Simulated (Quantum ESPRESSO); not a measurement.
pw.x input (Quantum ESPRESSO 7.5; PBEsol, PseudoDojo standard norm-conserving files, scalar-relativistic):

```
&CONTROL
  calculation = 'scf'
  pseudo_dir = './pseudo'
  outdir = './out'
  tprnfor = .true.
  tstress = .true.
/
&SYSTEM
  ibrav = 0
  nat = 5
  ntyp = 3
  ecutwfc = 84.0
  ecutrho = 336.0
  occupations = 'smearing'
  smearing = 'fd'
  degauss = 0.002
  nbnd = 30
/
&ELECTRONS
  conv_thr = 5e-10
/
ATOMIC_SPECIES
F 18.9984 F.upf
K 39.0983 K.upf
Zn 65.3800 Zn.upf
CELL_PARAMETERS angstrom
  4.047420000000   0.000000000000   0.000000000000
  0.000000000000   4.047420000000   0.000000000000
  0.000000000000   0.000000000000   4.047420000000
ATOMIC_POSITIONS crystal
F   0.000000000000   0.500000000000   0.500000000000
F   0.500000000000   0.000000000000   0.500000000000
F   0.500000000000   0.500000000000   0.000000000000
K   0.000000000000   0.000000000000   0.000000000000
Zn   0.500000000000   0.500000000000   0.500000000000
K_POINTS automatic
8 8 8 0 0 0
```

End of the output:

```

[...]
     the Fermi energy is     6.9690 ev
!    total energy              =    -625.61035606 Ry
     estimated scf accuracy    <          3.7E-11 Ry
     smearing contrib. (-TS)   =       0.00000000 Ry
     internal energy E=F+TS    =    -625.61035606 Ry
     The total energy is F=E-TS. E is the sum of the following terms:
     one-electron contribution =    -448.74627030 Ry
     hartree contribution      =     245.52750222 Ry
     xc contribution           =     -89.96663122 Ry
     ewald contribution        =    -332.42495676 Ry
     convergence has been achieved in   9 iterations
     Forces acting on atoms (cartesian axes, Ry/au):
     atom    1 type  1   force =     0.00000000    0.00000000    0.00000000
     atom    2 type  1   force =     0.00000000    0.00000000    0.00000000
     atom    3 type  1   force =     0.00000000    0.00000000    0.00000000
     atom    4 type  2   force =     0.00000000    0.00000000    0.00000000
     atom    5 type  3   force =     0.00000000    0.00000000    0.00000000
     Total force =     0.000000     Total SCF correction =     0.000000
     Computing stress (Cartesian axis) and pressure
          total   stress  (Ry/bohr**3)                   (kbar)     P=       -0.88
  -0.00000597   0.00000000   0.00000000           -0.88        0.00        0.00
   0.00000000  -0.00000597   0.00000000            0.00       -0.88        0.00
   0.00000000   0.00000000  -0.00000597            0.00        0.00       -0.88
```
In a gapped system the printed Fermi energy is only some level inside the gap.

Geometry of the Materials Project entry, not relaxed at this level.
